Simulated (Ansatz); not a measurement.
**ScAl: computed property card**

ScAl:
```cif
data_Al4Sc4
_chemical_formula_sum 'Sc4 Al4'
_space_group_name_H-M_alt 'Cmcm'
_space_group_IT_number 63
_space_group_name_Hall '-C 2c 2'
_cell_length_a 3.23638
_cell_length_b 10.93289
_cell_length_c 4.29454
_cell_angle_alpha 90.000
_cell_angle_beta 90.000
_cell_angle_gamma 90.000
loop_
_atom_site_label
_atom_site_type_symbol
_atom_site_symmetry_multiplicity
_atom_site_Wyckoff_symbol
_atom_site_fract_x
_atom_site_fract_y
_atom_site_fract_z
_atom_site_occupancy
Sc1 Sc 4 c 0.00000 0.16372 0.75000 1
Al1 Al 4 c 0.00000 0.56927 0.25000 1
```
(The calculation used a cell of 4 atoms; values per cell refer to that cell.)

Space group Cmcm (No. 63); conventional cell a = 3.2364 Å, b = 10.9329 Å, c = 4.2945 Å, α = β = γ = 90.00°.

Method: DFT-LDA in the program Ansatz with PAW potentials. The cell and atoms are relaxed at this level. Other levels are named where they apply.

Cell and energy:

Volume per atom: 18.99 Å³
Density: 3.14 g/cm³
Formation energy from the elements (no fitted shifts): -0.42 eV/atom

Electronic structure:

* **Electronic character**: metallic (no gap)
* **Density of states at the Fermi level**: 1.4 states/eV per atom (mean over ±0.08 eV)

Mechanics:

Bulk modulus (Birch–Murnaghan fit): 802 kbar
Pressure derivative B′: 3.8

Phonons:

- Highest zone-centre frequency = 358 cm^-1
- Zone-centre stability = no imaginary mode at Γ

The workflow started from a Materials Project entry (that database holds measured and hypothetical structures alike); the Crystallography Open Database copy checked does not list it. Whether it is the stable phase at ambient conditions was not checked. Symmetry was held in the LDA relaxation. No spin polarisation was allowed. As this level gives no gap, phonon frequencies hold no LO–TO term and depend on the k-mesh and smearing (Fermi–Dirac, 0.1 eV here). Axis ratios of metals converge slowly with the k-mesh, so a and c are less sure than the volume. The references are the lowest solids computed at this level, not always the standard phases.

Potentials: the later of the program's two PAW sets.
